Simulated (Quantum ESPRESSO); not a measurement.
## In3TiO5N (convergence and cost over cutoff and k mesh)

A calculation, not a measurement. The program is pw.x of Quantum ESPRESSO 7.5 (plane-wave density functional theory). The cell is made up: 10 atoms on a corundum lattice, with randomly drawn elements, strain and displacements, not relaxed. PseudoDojo standard norm-conserving files (v0.5 for PBE, v0.4.1 for LDA and PBEsol) set the functional; there is no spin polarisation, spin-orbit coupling or dispersion term, and the masses in the input are unused placeholders. A spin-polarised start on this cell or one of its family kept no moment above 0.05 Bohr magneton at the same smearing; a narrower smearing was not tried.

Input of the run in row 2:

```
&control calculation='scf', pseudo_dir='./dojo.nc.sr.pbe.v0_5.standard.upf', outdir='./o', disk_io='low', tprnfor=.true., tstress=.true. /
&system ibrav=0, nat=10, ntyp=4, nbnd=49, ecutwfc=84.00895049, nosym=.true., tot_charge=0,
 occupations='smearing', smearing='fd', degauss=0.0018374661
/
&electrons conv_thr=7.350e-09, electron_maxstep=60, /
ATOMIC_SPECIES
In 1.0 In.upf
N 1.0 N.upf
O 1.0 O.upf
Ti 1.0 Ti.upf
CELL_PARAMETERS angstrom
2.7171 1.6573 4.8983
-2.8633 1.6906 4.9703
-0.0443 -3.1411 4.8666
ATOMIC_POSITIONS angstrom
In -0.0498 0.0107 5.1906
In -0.0166 -0.0176 2.1752
In -0.0751 0.1794 9.5885
Ti -0.2159 0.2044 12.5624
O -1.1761 1.706 8.609
O -0.8915 -1.6428 8.623
O 1.9146 0.2611 8.5664
O 0.969 -1.5665 6.0884
N 0.8488 1.8392 6.1731
O -2.0015 -0.0345 6.134
K_POINTS automatic
5 5 5 1 1 1
```

The same cell was run at these settings. Meshes are shifted by half a step, and differences are from the last row, which is itself not exact.

| cutoff (eV) | k mesh | k points solved | threshold (eV) | free energy less the last row's (eV) | pressure (GPa) | largest stress difference (GPa) | largest force difference (eV/Å) | iterations | wall time (s) | k-point pools | processor |
| --- | --- | --- | --- | --- | --- | --- | --- | --- | --- | --- | --- |
| 800 | 2 x 2 x 2 | 4 | 1e-04 | 1.025 | -14.13 | 10.12 | 0.086 | 13 | 16 | 4 | AMD EPYC, older |
| 1143 | 5 x 5 x 5 | 63 | 1e-07 | 0.003 | -4.40 | 0.03 | 0.001 | 16 | 230 | 4 | AMD EPYC, older |
| 1437 | 7 x 7 x 7 | 172 | 1e-07 | 0.000 | -4.37 | 0.00 | 0.000 | 16 | 1022 | 4 | AMD EPYC, older |

Each pool is one process. Wall times include start-up and a band step at six k points, which weighs most on the coarsest meshes. The runs were on shared virtual cores whose load varied, so times are rough.